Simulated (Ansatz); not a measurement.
## Notes on P₂Rh₂W

```xyz
5
Lattice="0.0000 3.5916 0.0000 3.5916 0.0000 0.0000 1.7958 1.7958 -6.0042" Properties=species:S:1:pos:R:3 pbc="T T T"
W     0.0000    0.0000    0.0000
Rh    1.7958    3.5916   -3.0021
Rh    3.5916    1.7958   -3.0021
P     1.7958    1.7958   -1.6812
P     3.5916    3.5916   -4.3230
```

Method: r2SCAN, with U = 3.86 eV and J = 0.7 eV on Rh d (all-electron-ortho-atomic projectors), no spin polarisation; PAW, plane waves to 500 eV, 7×7×7 Γ-centred mesh, gaussian occupations (width 0.0137 eV) (Ansatz 0.2.0), atoms fixed.

**Question.** How is the charge shared?

**Answer.** Bader charges in e: P -0.10, Rh -0.32, W +0.84. In the mean W gives up most and Rh takes most, against the order of Pauling's electronegativities.

**Question.** Which atom feels the largest force, and which way?

**Answer.** The largest is on P5 (and as large on other atoms): 4.61 eV/Å, components (0.00, 0.00, -4.61). It makes 126° with the line to a nearest neighbour, Rh2 at 2.23 Å.

**Question.** What happens at the Fermi level?

**Answer.** It is a metal, with about 4.7 states/eV a cell as the mean within 0.25 eV of the Fermi level, mostly W d (61 %) and Rh d (24 %).

**Question.** What does the stress say?

**Answer.** The pressure is 7.5 GPa (compression positive), so with the atoms held at these fractions the cell would first expand; the forces are large, so a full relaxation may end otherwise. The principal stresses -5.3, 13.8, 13.8 GPa differ, so its shape would change too.

Origin: a known structure type with other elements, at an estimated volume, so it need not be a known compound. Caveats: many states at the Fermi level without spin polarisation, so a magnetic state may lie lower; a Hubbard term without moments, so a magnetic state may lie lower; atoms or cell far from equilibrium.
